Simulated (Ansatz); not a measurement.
A distorted cell of BiRh (NiAs type):

```xyz
4
Lattice="4.1843 0.0000 0.0000 -2.0921 3.6237 0.0000 0.0000 0.0000 5.7673" Properties=species:S:1:pos:R:3 pbc="T T T"
Bi     0.0000     2.4158     1.4418
Bi     2.0921     1.2079     4.3255
Rh     0.0000     0.0000     2.8837
Rh     0.0000     0.0000     0.0000
```

All values below come from r2SCAN (plane waves to 500 eV, PAW, scalar-relativistic; Ansatz, a quantum-chemistry and plane-wave program). k mesh 13×13×8 (Γ-centred), Fermi-Dirac smearing 0.05 eV. E stands for the smeared free energy. Stress and pressure are positive under compression. With partly filled bands, the response to shear is sensitive to the k mesh, so small differences along c/a are uncertain. BiRh is run without spin polarisation. BiRh was relaxed with its symmetry unable to fall. Spin-orbit coupling is left out, though Bi is heavy.

Problem. What is the stress tensor (GPa)?

Solution. 
```
   -4.4      0.0      0.0
    0.0     -4.4      0.0
    0.0      0.0     -4.7
```
The pressure, a third of the trace, is -4.5 GPa.

Problem. It is the relaxed cell deformed to V/V₀ = 1.040, (c/a)/(c/a)₀ = 1.000, c along z, fractional positions held. What is its energy relative to the relaxed cell?

Solution. 12 meV/atom.

(Under strain, the slope of the energy per volume gives the stress and its curvature an elastic modulus.)
